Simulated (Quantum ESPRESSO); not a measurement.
# Mg4GaZn2ClS6Se: input and log of a self-consistent run

Computed values, not a measurement. The program is pw.x of Quantum ESPRESSO 7.5 (plane-wave density functional theory). The cell is made up: 15 atoms on a doubled zincblende/diamond lattice with one site empty, with randomly drawn elements, strain and displacements, not relaxed. PseudoDojo standard norm-conserving files (v0.5 for PBE, v0.4.1 for LDA and PBEsol) set the functional; there is no spin polarisation, spin-orbit coupling or dispersion term, and the masses in the input are unused placeholders.

Input:

```
&control calculation='scf', pseudo_dir='./dojo.nc.sr.pbe.v0_5.standard.upf', outdir='./o', disk_io='low', tprnfor=.true., tstress=.true. /
&system ibrav=0, nat=15, ntyp=6, nbnd=82, ecutwfc=107.82251126, nosym=.true., tot_charge=0,
 occupations='smearing', smearing='fd', degauss=0.0018374661
/
&electrons conv_thr=7.350e-09, electron_maxstep=60, /
ATOMIC_SPECIES
Cl 1.0 Cl.upf
Ga 1.0 Ga.upf
Mg 1.0 Mg.upf
S 1.0 S.upf
Se 1.0 Se.upf
Zn 1.0 Zn.upf
CELL_PARAMETERS angstrom
5.4592 0.0532 0.0086
0.0532 5.5302 -0.0929
0.0172 -0.1858 10.8319
ATOMIC_POSITIONS angstrom
Mg -0.0265 0.0028 -0.2162
Ga 0.1501 2.8643 2.6111
Mg 2.9402 2.589 -0.0885
Zn 0.0555 -0.049 5.5306
Mg 0.224 2.5629 7.8908
Mg 2.8429 -0.0461 8.1006
Zn 2.8647 2.6302 5.3058
Cl 1.3884 1.3891 1.4799
S 1.3895 3.9256 3.9806
Se 4.2183 1.2888 4.0609
S 4.0627 4.1344 1.2978
S 1.412 1.3503 6.6513
S 1.3811 3.8569 9.436
S 4.2191 1.2721 9.4723
S 3.9928 3.9922 6.7637
K_POINTS automatic
6 6 4 1 1 1
```

The log is shortened where brackets say so; the opening notice, blank lines, dates and the lines on written files are dropped, and the path of the files is cut. It prints rydbergs, bohrs and kilobars, and counts compression as positive stress. With no partly filled state, the Fermi energy that it prints is only some level between the filled and the empty states on the mesh, and need not lie in the true gap.

```
     Program PWSCF v.7.5
     Parallel version (MPI & OpenMP), running on       4 processor cores
     Number of MPI processes:                 4
     Threads/MPI process:                     1
     [start-up lines left out]
     bravais-lattice index     =            0
     lattice parameter (alat)  =      10.3169  a.u.
     unit-cell volume          =    2205.9918 (a.u.)^3
     number of atoms/cell      =           15
     number of atomic types    =            6
     number of electrons       =       152.00
     number of Kohn-Sham states=           82
     kinetic-energy cutoff     =     107.8225  Ry
     charge density cutoff     =     431.2900  Ry
     scf convergence threshold =      7.3E-09
     mixing beta               =       0.7000
     number of iterations used =            8  plain     mixing
     Exchange-correlation= PBE
                           (   1   4   3   4   0   0   0)
     [axes and pseudopotential details left out]
   Cartesian axes
     site n.     atom                  positions (alat units)
         1        Mg     tau(   1) = (  -0.0048540   0.0005129  -0.0396009  )
         2        Ga     tau(   2) = (   0.0274935   0.5246484   0.4782702  )
         3        Mg     tau(   3) = (   0.5385508   0.4742222  -0.0162104  )
         4        Zn     tau(   4) = (   0.0101658  -0.0089752   1.0130295  )
         5        Mg     tau(   5) = (   0.0410297   0.4694415   1.4453428  )
         6        Mg     tau(   6) = (   0.5207286  -0.0084440   1.4837715  )
         7        Zn     tau(   7) = (   0.5247217   0.4817687   0.9718533  )
         8        Cl     tau(   8) = (   0.2543106   0.2544388   0.2710705  )
         9        S      tau(   9) = (   0.2545121   0.7190447   0.7291189  )
        10        Se     tau(  10) = (   0.7726580   0.2360670   0.7438273  )
        11        S      tau(  11) = (   0.7441570   0.7572902   0.2377156  )
        12        S      tau(  12) = (   0.2586334   0.2473319   1.2183060  )
        13        S      tau(  13) = (   0.2529735   0.7064610   1.7283742  )
        14        S      tau(  14) = (   0.7728045   0.2330081   1.7350232  )
        15        S      tau(  15) = (   0.7313536   0.7312437   1.2388941  )
     number of k points=    72  Fermi-Dirac smearing, width (Ry)=  0.0018
                       cart. coord. in units 2pi/alat
        k(    1) = (   0.0824316   0.0825544   0.0642873), wk =   0.0277778
        k(    2) = (   0.0822124   0.0846738   0.1903284), wk =   0.0277778
     [further k points left out]
     Dense  grid:   333569 G-vectors     FFT dimensions: (  72,  72, 135)
     Estimated max dynamical RAM per process >       1.56 GB
     Estimated total dynamical RAM >       6.00 GB
     Initial potential from superposition of free atoms
     starting charge     151.9936, renormalised to     152.0000
     Starting wfcs are   86 randomized atomic wfcs
     total cpu time spent up to now is       30.6 secs
     per-process dynamical memory:  1337.5 Mb
     Self-consistent Calculation
     iteration #  1     ecut=   107.82 Ry     beta= 0.70
     Davidson diagonalization with overlap
     ethr =  1.00E-02,  avg # of iterations =  6.2
     Threshold (ethr) on eigenvalues was too large:
     Diagonalizing with lowered threshold
     Davidson diagonalization with overlap
     ethr =  6.61E-04,  avg # of iterations =  1.8
     total cpu time spent up to now is      184.5 secs
     total energy              =   -1872.26839648 Ry
     estimated scf accuracy    <       0.97449663 Ry
     iteration #  2     ecut=   107.82 Ry     beta= 0.70
     Davidson diagonalization with overlap
     ethr =  6.41E-04,  avg # of iterations =  4.9
     total cpu time spent up to now is      261.6 secs
     total energy              =   -1872.52850322 Ry
     estimated scf accuracy    <       0.37183407 Ry
     iteration #  3     ecut=   107.82 Ry     beta= 0.70
     Davidson diagonalization with overlap
     ethr =  2.45E-04,  avg # of iterations =  3.3
     total cpu time spent up to now is      334.8 secs
     total energy              =   -1872.60423755 Ry
     estimated scf accuracy    <       0.02363820 Ry
     iteration #  4     ecut=   107.82 Ry     beta= 0.70
     Davidson diagonalization with overlap
     ethr =  1.56E-05,  avg # of iterations =  9.7
     total cpu time spent up to now is      423.0 secs
     total energy              =   -1872.60906742 Ry
     estimated scf accuracy    <       0.01427715 Ry
     iteration #  5     ecut=   107.82 Ry     beta= 0.70
     Davidson diagonalization with overlap
     ethr =  9.39E-06,  avg # of iterations =  8.6
     total cpu time spent up to now is      503.4 secs
     total energy              =   -1872.61229309 Ry
     estimated scf accuracy    <       0.00177938 Ry
     iteration #  6     ecut=   107.82 Ry     beta= 0.70
     Davidson diagonalization with overlap
     ethr =  1.17E-06,  avg # of iterations =  5.6
     total cpu time spent up to now is      575.5 secs
     total energy              =   -1872.61259212 Ry
     estimated scf accuracy    <       0.00006640 Ry
     iteration #  7     ecut=   107.82 Ry     beta= 0.70
     Davidson diagonalization with overlap
     ethr =  4.37E-08,  avg # of iterations =  3.9
     total cpu time spent up to now is      648.7 secs
     total energy              =   -1872.61261050 Ry
     estimated scf accuracy    <       0.00000542 Ry
     iteration #  8     ecut=   107.82 Ry     beta= 0.70
     Davidson diagonalization with overlap
     ethr =  3.57E-09,  avg # of iterations =  3.3
     total cpu time spent up to now is      726.8 secs
     total energy              =   -1872.61261221 Ry
     estimated scf accuracy    <       0.00000186 Ry
     iteration #  9     ecut=   107.82 Ry     beta= 0.70
     Davidson diagonalization with overlap
     ethr =  1.22E-09,  avg # of iterations =  3.0
     total cpu time spent up to now is      796.9 secs
     total energy              =   -1872.61261265 Ry
     estimated scf accuracy    <       0.00000038 Ry
     iteration # 10     ecut=   107.82 Ry     beta= 0.70
     Davidson diagonalization with overlap
     ethr =  2.50E-10,  avg # of iterations =  2.7
     total cpu time spent up to now is      866.4 secs
     total energy              =   -1872.61261275 Ry
     estimated scf accuracy    <       0.00000003 Ry
     iteration # 11     ecut=   107.82 Ry     beta= 0.70
     Davidson diagonalization with overlap
     ethr =  2.05E-11,  avg # of iterations =  3.1
     total cpu time spent up to now is      943.3 secs
     End of self-consistent calculation
          k = 0.0824 0.0826 0.0643 ( 41655 PWs)   bands (ev):
  -119.4569-119.3455 -73.6284 -73.6193 -73.6024 -73.5221 -73.5190 -73.4926
   -69.7811 -69.6536 -69.4955 -69.2565 -40.5739 -40.5694 -40.4483 -40.4149
   -40.3855 -36.6107 -36.5574 -36.5409 -36.4767 -36.4497 -36.4200 -36.3021
   -36.2801 -36.2671 -36.0860 -36.0546 -36.0466 -10.9760  -9.2030  -9.0051
    -8.9525  -8.9297  -8.8760  -7.5138  -7.1197  -6.4787  -6.3922  -6.2540
    -5.7317  -5.6343  -1.1306  -0.7587  -0.6688  -0.5756  -0.5490  -0.4944
    -0.4284  -0.3834  -0.3123  -0.2799  -0.2540   0.5783   0.8636   1.0682
     1.2820   1.4850   1.6170   1.8992   2.3919   2.5255   2.8489   2.9219
     3.0639   3.1790   3.3266   3.4064   3.6221   3.6998   3.8312   4.0042
     4.4169   5.1542   5.2505   5.5744   7.6383   8.0668   8.5852   8.7500
     9.1838   9.6761
     [levels at the other k points left out]
     the Fermi energy is     6.7104 ev
!    total energy              =   -1872.61261276 Ry
     estimated scf accuracy    <          4.1E-09 Ry
     smearing contrib. (-TS)   =      -0.00000000 Ry
     internal energy E=F+TS    =   -1872.61261276 Ry
     The total energy is F=E-TS. E is the sum of the following terms:
     one-electron contribution =   -1618.30626468 Ry
     hartree contribution      =     833.89548373 Ry
     xc contribution           =    -291.11695188 Ry
     ewald contribution        =    -797.08487992 Ry
     convergence has been achieved in  11 iterations
     Forces acting on atoms (cartesian axes, Ry/au):
     atom    1 type  3   force =     0.00801814   -0.05353015    0.08591207
     atom    2 type  2   force =    -0.09988507    0.00968199    0.02194349
     atom    3 type  3   force =    -0.07368561    0.08161542    0.06995196
     atom    4 type  6   force =    -0.00711159   -0.04624017   -0.02116886
     atom    5 type  3   force =    -0.09451358    0.07148467    0.05581845
     atom    6 type  3   force =    -0.05330351    0.00250361    0.01482159
     atom    7 type  6   force =    -0.02683307    0.02430598   -0.00649480
     atom    8 type  1   force =     0.02387724   -0.03790963   -0.03757635
     atom    9 type  4   force =     0.03715668    0.05487925    0.04050924
     atom   10 type  5   force =     0.00545876   -0.01380244   -0.06661401
     atom   11 type  4   force =     0.04273509    0.00180735    0.01519095
     atom   12 type  4   force =     0.08712809   -0.08557542   -0.03979340
     atom   13 type  4   force =     0.05660453    0.01056041   -0.00357871
     atom   14 type  4   force =     0.03608199   -0.01303870   -0.09771719
     atom   15 type  4   force =     0.05827191   -0.00674217   -0.03120443
     Total force =     0.336890     Total SCF correction =     0.000252
     Computing stress (Cartesian axis) and pressure
          total   stress  (Ry/bohr**3)                   (kbar)     P=       67.86
   0.00047451  -0.00025954  -0.00010210           69.80      -38.18      -15.02
  -0.00025954   0.00047506   0.00041710          -38.18       69.88       61.36
  -0.00010210   0.00041710   0.00043427          -15.02       61.36       63.88
     init_run     :     23.58s CPU     24.47s WALL (       1 calls)
     electrons    :    896.07s CPU    912.71s WALL (       1 calls)
     forces       :     13.55s CPU     13.55s WALL (       1 calls)
     stress       :     43.94s CPU     43.95s WALL (       1 calls)
     [timing details left out]
     PWSCF        :  16m23.61s CPU  16m41.53s WALL
     JOB DONE.
```

In other units: free energy -25478.193 eV for the cell, pressure 6.79 GPa, largest force component 2.568 eV/Å. This run is the check on a run of the same cell at a cutoff of 1170 eV and k mesh 4 x 4 x 2: rerunning at a cutoff of 1467 eV and k mesh 6 x 6 x 4 moved values by no more than 0.004 eV in energy, 0.02 GPa in stress and 0.005 eV/Å in force.